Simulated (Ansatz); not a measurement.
The slice is one period of a {110} plane through atoms; its size isn't given.

All values below come from PBEsol (plane waves to 420 eV, PAW, scalar-relativistic; Ansatz, a first-principles code). Near the nuclei the fields are pseudised (PAW); where an atom keeps semicore shells as valence, they peak there.

```
|9999887744110000000000000000000000001144778899|
|8888776633110000000000000000000000001133667788|
|7777664411000000000000000000000000000022446677|
|4444331100000000000000000000000000000000113344|
|1111110000000000000000000000000000000000001111|
|0000000000000000000000000000000000000000000000|
|0000000000000000000000000000000000000000000000|
|0000000000000000000000000000000000000000000000|
|0000000000000000000000000000000000000000000000|
|0000000000000000000000000000000000000000000000|
|0000000000000000000000000000000000000000000000|
|0000000000000000000000000000000000000000000000|
|0000000000000000000000000000000000000000000000|
|0000000000000000000000000000000000000000000000|
|0000000000000000000000000000000000000000000000|
|0000000000000000000000000000000000000000000000|
|0000000000000000000000000000000000000000000000|
|0000000000000000000000000000000000000000000000|
|0000000000000000000000000000000000000000000000|
|0000000000000000000000000000000000000000000000|
|0000000000000000000000000000000000000000000000|
|0000000000000000000000000000000000000000000000|
|0000000000000000000000000000000000000000000000|
|0000000000000000000000000000000000000000000000|
|0000000000000000000000000000000000000000000000|
|0000000000000000000000000000000000000000000000|
|1111110000000000000000000000000000000000001111|
|4444331100000000000000000000000000000000113344|
|7777664422000000000000000000000000000011446677|
|8888776633110000000000000000000000001133667788|
|9999887744110000000000000000000000001144778899|
|9999887755220000000000000000000000002255778899|
```
Scale: ten equal steps from -1.28 (start of '0') to 0.98 (end of '9'), in the order '0123456789'. Values: log₁₀ of the valence density in e/Å³. The map has 23 points along u (two characters each, u = 0 at the left) and 32 along v (v = 0 in the bottom row). The scale is logarithmic, as a density can span decades between atoms and voids.

```
|xxxx5000146776410005xxx|
|xxxx2000246776420002xxx|
|xxx400002578875300004xx|
|54200001467887641000024|
|00000013578888753100000|
|00000135678888765210000|
|00011356788888876531000|
|12234577888888887754322|
|55566788888888888876655|
|77788888888888888888877|
|88888888888888888888888|
|99999998888888888999999|
|99999998888888888999999|
|99999998888778888999999|
|99999998887777888999999|
|99999998887777888999999|
|99999998887777888999999|
|99999998888778888999999|
|99999998888888888999999|
|99999998888888888999999|
|88888888888888888888888|
|77788888888888888888877|
|55566788888888888876655|
|12234577888888887754322|
|00001356788888876531100|
|00000125678888765310000|
|00000013578888753100000|
|54200001467887641000024|
|xxx400003578875200004xx|
|xxxx2000246776420002xxx|
|xxxx5000146776410005xxx|
|xxxx6000146776410006xxx|
```
Scale: ten equal steps from 0.02 (start of '0') to 0.71 (end of '9'), in the order '0123456789'. Values: electron localisation function (ELF). The map has 23 points along u (one character each, u = 0 at the left) and 32 along v (v = 0 in the bottom row). Points within 0.5 Å of a nucleus are blanked (x), as the pseudised field means little there.

Task: Which relaxed crystal do these maps come from?
(A) Ag (fcc, Cu type)
(B) Pd (fcc, Cu type)
(C) Li (fcc, Cu type)
(D) Cu (fcc, Cu type)

Result: C, Li (fcc, Cu type). Atoms on the slice: Li at (0.00, 0.00)

All were relaxed with their symmetry unable to fall. Cu is run without spin polarisation. Pd is run without spin polarisation. This is one of several known forms of Li; the measured ambient cells at hand have space group No. 229.
